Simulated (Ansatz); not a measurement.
AlN (rock salt, Fm-3m), the program Ansatz at the LDA level (PAW): ε∞ = 5.04, cell volume 16.12 Å³. Infrared-active transverse modes:

```csv
ω_TO (cm⁻¹),oscillator strength S_xx (e²/amu)
478.1,0.9463
```

Compute the static dielectric constant.

Each mode adds (4.921e7/V) S/ω²: 12.64. So ε0 = 17.7.

What LO frequency does the Lyddane–Sachs–Teller relation give?

ω_LO = ω_TO √(ε0/ε∞) = 896 cm⁻¹.

This is a known high-pressure phase of the composition, computed here at zero pressure and temperature. The cell was relaxed with LDA under the symmetry of its start; phonons on a q-mesh show no instability. The volume moved by -39 % from the start of the relaxation.

Potentials: the earlier of the program's two PAW sets.
